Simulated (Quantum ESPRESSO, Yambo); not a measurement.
TiO2 (anatase, space group I4_1/amd, No. 141): one geometry, one set of PBEsol (Quantum ESPRESSO, PseudoDojo norm-conserving, 84 Ry, scalar-relativistic) orbitals, self-energies from Yambo (4×4×4 Γ-centred k mesh, bands 3 to 137 and a 8 Ry block in the screening, 137 bands in G with the Bruneval-Gonze terminator, plasmon pole fitted at 27.2 eV).

```csv
level,gap X → Γ (eV),"direct gap at (0.25, 0.25, -0.25) (eV)"
PBEsol (Quantum ESPRESSO),2.17,2.45
exchange only (Hartree-Fock self-energy on PBEsol orbitals),…,…
static COHSEX@PBEsol,4.15,4.48
"G0W0@PBEsol, plasmon pole",…,…
```

Question: Complete the blanks.

Answer: 
- exchange only (Hartree-Fock self-energy on PBEsol orbitals), gap X → Γ (eV): 14.49
- exchange only (Hartree-Fock self-energy on PBEsol orbitals), direct gap at (0.25, 0.25, -0.25) (eV): 14.83
- G0W0@PBEsol, plasmon pole, gap X → Γ (eV): 3.68
- G0W0@PBEsol, plasmon pole, direct gap at (0.25, 0.25, -0.25) (eV): 3.98

Bare exchange has no screening and gives the widest gap; static COHSEX screens it but leaves out the frequency dependence, which G0W0 restores. The mesh misses a band edge: along a dense path the PBEsol gap is 2.12 eV against 2.17 eV on the mesh.

Nearest settings tried, and what they do to the gap: 91 bands in G: -12 meV; 69 bands in W: +37 meV; 1 Ry block (15 vectors against 181): +1631 meV. Not varied: mesh. So the settings aren't converged at that level.

Geometry of the Materials Project entry, not relaxed at this level; primitive cell a = b = c = 5.5015 Å, α = β = 139.79°, γ = 58.18°.
